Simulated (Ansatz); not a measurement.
Level of theory: DFT PBE, scalar-relativistic, plane waves, PAW, and for the lanthanide a 4f-in-core norm-conserving potential (Ansatz 0.2.0). Cutoff 690 eV, Γ-centred meshes of about 0.25 Å⁻¹ or finer for metals and 0.3 Å⁻¹ for insulators (2π included), Gaussian smearing. No spin polarisation.

These are static total energies at zero pressure.

Two forms of TmB3Au were relaxed alike.

1.

```yaml
crystal:
  lattice:
    - [2.65839, 1.53482, 2.71270]
    - [-2.65839, 1.53482, 2.71270]
    - [0.00000, -3.06965, 2.71270]
  atoms:
    - { symbol: Tm, position: [0.02798, 0.02798, 0.02798] }
    - { symbol: B, position: [0.89637, 0.58520, 0.58520] }
    - { symbol: B, position: [0.58520, 0.58520, 0.89637] }
    - { symbol: B, position: [0.58520, 0.89637, 0.58520] }
    - { symbol: Au, position: [0.40283, 0.40283, 0.40283] }
```

2.

```yaml
crystal:
  lattice:
    - [3.08382, 0.00000, 0.00000]
    - [0.00000, 2.65643, 3.61345]
    - [0.00000, -2.65643, 3.61345]
  atoms:
    - { symbol: Tm, position: [0.00000, 0.53278, 0.53278] }
    - { symbol: B, position: [0.50000, 0.37448, 0.05348] }
    - { symbol: B, position: [0.50000, 0.05348, 0.37448] }
    - { symbol: B, position: [0.00000, 0.16163, 0.16163] }
    - { symbol: Au, position: [0.50000, 0.89645, 0.89645] }
```

Problem. Which would you expect to be lower, and how large is the difference?

Solution. Cell 2 is lower, by 77 meV/atom. Cell 1 has space group R3m (No. 160), 13.3 Å³/atom and no gap on its mesh; cell 2 has space group Amm2 (No. 38), 11.8 Å³/atom and no gap. Counting B atoms around Au and Tm (those within 1.25 times the shortest such distance or 1.15 times the sum of covalent radii, 1.27 where that leaves under three; a plus sign parts nearer from farther groups), cell 1 has Tm 9, Au 3+3 and cell 2 has Tm 11, Au 2+4. Cell 1 holds B–B units of three or more atoms (shortest 1.65 Å); cell 2 holds B–B chains (shortest 1.71 Å). The denser one is the lower, and pressure would at first widen the difference. In cell 1, around Tm lie 6 B at 2.72 Å, 3 B at 2.92 Å, 4 Au at 3.05–3.09 Å and 3 B at 3.40 Å; B has 2 B at 1.65 Å, 1 Au at 2.15 Å, 1 Au at 2.52 Å, 2 Tm at 2.72 Å, 1 Tm at 2.92 Å, 4 B at 3.27 Å and 1 Tm at 3.40 Å; around Au lie 3 B at 2.15 Å, 3 B at 2.52 Å and 4 Tm at 3.05–3.09 Å. In cell 2, Tm has 11 B at 2.68–2.90 Å, 6 Au at 3.05–3.23 Å and 2 Tm at 3.08 Å; around B on a site of symmetry m lie 3 B at 1.71–1.80 Å, 1 Au at 2.23 Å, 1 Au at 2.45 Å, 2 Tm at 2.71 Å and 2 Tm at 2.90 Å; Au is surrounded by 2 B at 2.23 Å, 4 B at 2.45–2.46 Å, 6 Tm at 3.05–3.23 Å and 2 Au at 3.08 Å; 1 more site not described. Both come from trial cells of a structure search.

These runs have no spin–orbit coupling, which can matter for Au. With atoms moved at random, cell 2 came back. Cell 1 had no clear such test and can be a saddle point.

The lanthanide is trivalent by construction, without f bands, f moments or other valences.
